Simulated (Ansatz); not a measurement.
# What a change of settings does: Ni (fcc type)

First run: DFT, PBE, PAW with Ansatz's default frozen-core files, scalar-relativistic (Ansatz 0.2.0).

Command: `ansatz run input.yaml --threads 3 --pin off --max-ram 9216MiB --backend cpu --events-out ev --progress --plain --runs-dir out`

```yaml
crystal:
  lattice:
    - [0.0, 1.7597012234, 1.7597012234]
    - [1.7597012234, 0.0, 1.7597012234]
    - [1.7597012234, 1.7597012234, 0.0]
  atoms:
    - { symbol: Ni, position: [0.0, 0.0, 0.0], spin: 1.0 }
magnetization:
  spin_polarized: true
kpoints:
  mp_grid: { grid: [21, 21, 21] }
scf:
  occupations: { method: fermi_dirac, width: 0.05 }
hamiltonian:
  xc: pbe
  pseudopotentials: { kind: paw }
output:
  forces: true
  stress: true
  write_density: true
  write_potential: true
  elf: true
  volumetric_format: npy
relax:
  f_tol: 0.005
  max_steps: 40
  cell: {}
```

The start is a guessed cell.

This run: bulk cell relaxed.

It converges in 33 SCF iterations over all geometries at a pressure of 0.00 GPa, cell moment 0.63 μB, ending at 10.89 Å³/atom, cutoff 420 eV.

The input is then changed:

```diff
   occupations: { method: fermi_dirac, width: 0.05 }
+  mixing: { algorithm: broyden, beta: 1.0, ndim: 1, preconditioner: none }
+  max_iter: 50
 hamiltonian:
   stress: true
-  write_density: true
-  write_potential: true
-  elf: true
-  volumetric_format: npy
 relax:
```

Does this change harm the result?

Not here: the run converges in 35 SCF iterations over all geometries at a pressure of 0.00 GPa, cell moment 0.63 μB, ending at 10.89 Å³/atom, cutoff 420 eV, free energy 0.0 meV/atom against the first run's, and its energy lies within 1 meV/atom of the first run's.
